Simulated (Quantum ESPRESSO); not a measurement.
# NMR parameters of AlN

```xyz
2
Lattice="0.0000 2.1840 2.1840 2.1840 0.0000 2.1840 2.1840 2.1840 0.0000" Properties=species:S:1:pos:R:3 pbc="T T T"
Al     0.0000     0.0000     0.0000
N      3.2760     3.2760     3.2760
```
The geometry is a computed Materials Project entry, not a measured one. It is AlN in F-43m. Stability against distortions was not tested.

Shieldings are absolute and leave out the bulk-susceptibility term; a larger σ means a smaller chemical shift. By our sweeps, such settings leave a few ppm in absolute σ. The datasets of Al hold no d projectors, which limits absolute σ on these atoms. The structure is static (0 K, no zero-point motion).

Q: What do the calculations give at each independent site (shieldings by PBE GIPAW on JTH datasets (Quantum ESPRESSO, modified build), 25 Ha, k-mesh 7×7×7 shifted, f-sum rule met within 0.012 %)?

A: 
| site | site symmetry | σ_iso (ppm) |
|---|---|---|
| Al (atom 1) | -43m | 435 |
| N (atom 2) | -43m | 105 |
